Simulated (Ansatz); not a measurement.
Recipe of this trial structure of ScB3S: random cell by space group and Wyckoff sites (P4/mmm, No. 123). Lengths were set from tabulated atomic sizes, so they are only a guess.

```cif
data_structure
_symmetry_space_group_name_H-M 'P4/mmm'
_symmetry_Int_Tables_number 123
_cell_length_a 3.0300
_cell_length_b 3.0300
_cell_length_c 4.3186
_cell_angle_alpha 90.000
_cell_angle_beta 90.000
_cell_angle_gamma 90.000
_cell_volume 39.65
loop_
_atom_site_label
_atom_site_type_symbol
_atom_site_symmetry_multiplicity
_atom_site_Wyckoff_symbol
_atom_site_fract_x
_atom_site_fract_y
_atom_site_fract_z
_atom_site_occupancy
Sc1 Sc 1 d 0.50000 0.50000 0.50000 1
B1 B 2 g 0.00000 0.00000 0.17633 1
B2 B 1 c 0.50000 0.50000 0.00000 1
S1 S 1 a 0.00000 0.00000 0.00000 1
```

Method: DFT PBE, scalar-relativistic, plane waves, PAW (Ansatz 0.2.0). Cutoff 420 eV, Gaussian smearing, Γ-centred meshes. Cell and atoms relax first on a coarse mesh and then on a finer one. In between, the cell is made exact in the group found at 0.06 Å. In metals the finer mesh still leaves noise of several meV/atom or more. The steps can't lower the symmetry of their start. No spin polarisation.

A guess keeps its type if space group and coordination stay and the shape of the cell changes little (axis ratios within about 15 %, angles within 6°); the volume may change.

Task: Does it keep its structure type, or change into something else?

Result: It doesn't keep its type. The symmetry stays P4/mmm (No. 123). The volume per atom grows by 51.9 %, from 7.9 to 12.0 Å³. The shortest distance goes from 0.76 Å (B–S) to 1.54 Å (B–B). The ratio c/a of the conventional cell changes by a factor of 1.16. Counting neighbours within 15 % of an atom's shortest distance, the start has B 1/14, S 2, Sc 2 and the end B 1/4, S 2, Sc 10. In detail, at the end Sc is surrounded by 8 B at 2.47 Å and 2 B at 2.74 Å; B on a site of symmetry 4mm has 1 B at 1.54 Å, 1 S at 1.97 Å and 4 Sc at 2.47 Å; around S lie 2 B at 1.97 Å and 4 B at 2.34 Å; 1 more site not described.

Space group P4/mmm (No. 123). a = 3.313 Å, b = 3.313 Å, c = 5.489 Å, α = 90.00°, β = 90.00°, γ = 90.00°
| atom | site | symmetry | x | y | z |
| --- | --- | --- | --- | --- | --- |
| Sc | 1d | 4/mmm | 0.5000 | 0.5000 | 0.5000 |
| B | 2g | 4mm | 0.0000 | 0.0000 | 0.3593 |
| B | 1c | 4/mmm | 0.5000 | 0.5000 | 0.0000 |
| S | 1a | 4/mmm | 0.0000 | 0.0000 | 0.0000 |

The last run used a 12×12×8 mesh (in the run's order of axes) for its 5-atom cell and Gaussian smearing of 0.10 eV. A structure relaxed within its symmetry needn't be a true minimum.

In counts of neighbours, a slash parts the counts of unlike sites.
